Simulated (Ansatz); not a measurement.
The relaxed structure here is a generated cell of Pd: the first start was made by placing the elements on the sites of a structure type, and the end was not matched to a known phase here, so it may be hypothetical. Known forms of Pd include space group No. 225.

A relaxed cell of Pd (P6₃/mmc (No. 194)), relaxed on a k-mesh at least as fine as the one used below. All values below come from r2SCAN (plane waves to 500 eV, PAW, scalar-relativistic; Ansatz, a first-principles code). Γ-centred k-mesh 14×14×4 on the run's cell (coarser than for final values), Fermi–Dirac smearing 0.05 eV.

```
Pd
1.0
    2.74167     0.00000     0.00000
   -1.37084     2.37436     0.00000
    0.00000     0.00000     9.23681
Pd
4
Direct
  0.33333   0.66667   0.12500
  0.33333   0.66667   0.62500
  0.66667   0.33333   0.37500
  0.66667   0.33333   0.87500
```

Every atom was then displaced, and the forces became (eV/Å):

| atom | Fx | Fy | Fz |
|---|---|---|---|
| Pd1 | 0.01 | -0.08 | -0.84 |
| Pd2 | -0.01 | 0.02 | -0.30 |
| Pd3 | -0.04 | 0.03 | 2.25 |
| Pd4 | 0.04 | 0.04 | -1.11 |

**Question.** Which atom was moved farthest relative to the others, and in which direction?

**Answer.** Pd3, by (0.04, 0.03, -0.21) Å (0.22 Å, mean shift removed); the next is Pd4 with 0.15 Å. Its force makes an angle of 168° with its move.

All displacements (Å):

```
atom      ux     uy      uz
----  ------  -----  ------
Pd1    0.026  0.142   0.013
Pd2    0.030  0.017   0.037
Pd3    0.064  0.113  -0.220
Pd4   -0.020  0.072   0.140
```

**Question.** Estimate the energy cost of the displacement in the harmonic approximation and compare with the calculation.

**Answer.** For a harmonic well ΔE = −½ Σ F·u = 0.341 eV a cell, or 85 meV/atom. The calculated energy relative to the undisplaced cell is +0.08 eV/atom, so the harmonic estimate holds well.

No spin polarisation in the result.

The run that gave the undisplaced cell could not lose the symmetry of its start; a randomly shaken copy of 4 atoms returns to this structure.
